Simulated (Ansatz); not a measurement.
Tl:
```cif
data_Tl3
_chemical_formula_sum 'Tl3'
_space_group_name_H-M_alt 'P 1'
_space_group_IT_number 1
_cell_length_a 8.53990
_cell_length_b 8.53990
_cell_length_c 8.53990
_cell_angle_alpha 23.291
_cell_angle_beta 23.291
_cell_angle_gamma 23.291
loop_
_space_group_symop_operation_xyz
  'x, y, z'
loop_
_atom_site_label
_atom_site_type_symbol
_atom_site_fract_x
_atom_site_fract_y
_atom_site_fract_z
_atom_site_occupancy
Tl1 Tl 0.00000 0.00000 0.00000 1
Tl2 Tl 0.22138 0.22138 0.22138 1
Tl3 Tl 0.77862 0.77862 0.77862 1
```

Relaxed with PBEsol.

### Question
Which orbitals make up the states near the Fermi level in PBEsol in the plane-wave PAW code Ansatz?

### Answer
Within 0.5 eV of the Fermi level: Tl 6p 76 %, Tl 6s 21 %. Projections are on Löwdin-orthogonalised atomic valence shells; empty p or d shells of many metals are not among them.

### Question
Tabulate the density of states.

### Answer
States/eV per cell of 3 atoms, in 0.25 eV bins, energy from the Fermi level.

```csv
E (eV),total,Tl 6p,Tl 6s,Tl 5d
-7.85,0.70,0.32,0.36,0.02
-7.60,0.75,0.34,0.38,0.02
-7.35,0.78,0.35,0.41,0.03
-7.10,0.84,0.36,0.44,0.03
-6.85,0.89,0.37,0.48,0.03
-6.60,0.94,0.38,0.52,0.03
-6.35,1.00,0.39,0.57,0.04
-6.10,1.08,0.39,0.65,0.04
-5.85,1.23,0.41,0.78,0.04
-5.60,1.37,0.40,0.91,0.05
-5.35,1.28,0.35,0.88,0.04
-5.10,1.37,0.32,1.00,0.04
-4.85,1.42,0.30,1.08,0.04
-4.60,1.29,0.24,1.01,0.03
-4.35,1.64,0.27,1.33,0.04
-4.10,2.16,0.29,1.82,0.04
-3.85,1.26,0.11,1.12,0.02
-3.60,0.25,0.01,0.23,0.00
-3.35,0.00,0.00,0.00,0.00
-3.10,0.00,0.00,0.00,0.00
-2.85,0.02,0.02,0.00,0.00
-2.60,0.10,0.09,0.00,0.00
-2.35,0.38,0.35,0.02,0.00
-2.10,0.56,0.50,0.05,0.01
-1.85,0.76,0.66,0.08,0.01
-1.60,0.99,0.85,0.12,0.01
-1.35,1.28,1.09,0.16,0.02
-1.10,1.70,1.42,0.23,0.03
-0.85,1.86,1.54,0.27,0.03
-0.60,1.54,1.24,0.26,0.02
-0.35,1.42,1.11,0.27,0.02
-0.10,1.54,1.18,0.31,0.02
0.15,1.54,1.17,0.33,0.02
0.40,1.53,1.15,0.34,0.02
0.65,1.23,0.89,0.29,0.01
0.90,1.19,0.88,0.27,0.01
1.15,1.39,1.06,0.28,0.02
1.40,1.57,1.23,0.28,0.02
1.65,1.47,1.16,0.26,0.02
1.90,1.49,1.18,0.24,0.02
2.15,1.61,1.30,0.24,0.02
2.40,1.59,1.30,0.22,0.02
2.65,1.56,1.28,0.21,0.02
2.90,1.59,1.30,0.20,0.02
3.15,1.73,1.43,0.19,0.02
3.40,1.69,1.41,0.17,0.02
3.65,1.72,1.45,0.16,0.01
3.90,1.88,1.60,0.16,0.01
4.15,1.97,1.67,0.15,0.01
4.40,1.82,1.53,0.14,0.01
4.65,1.65,1.39,0.12,0.01
```

Space group R-3m (9R (Sm type)). The workflow started from a Materials Project entry (that database holds measured and hypothetical structures alike); the Crystallography Open Database copy checked does not list it. It is not the phase usual at ambient conditions (space group No. 194). The cell was relaxed with PBEsol under the symmetry of its start; its stability against distortions is not shown here. Spin–orbit coupling is left out wherever it is not named.

Potentials: the later of the program's two PAW sets.
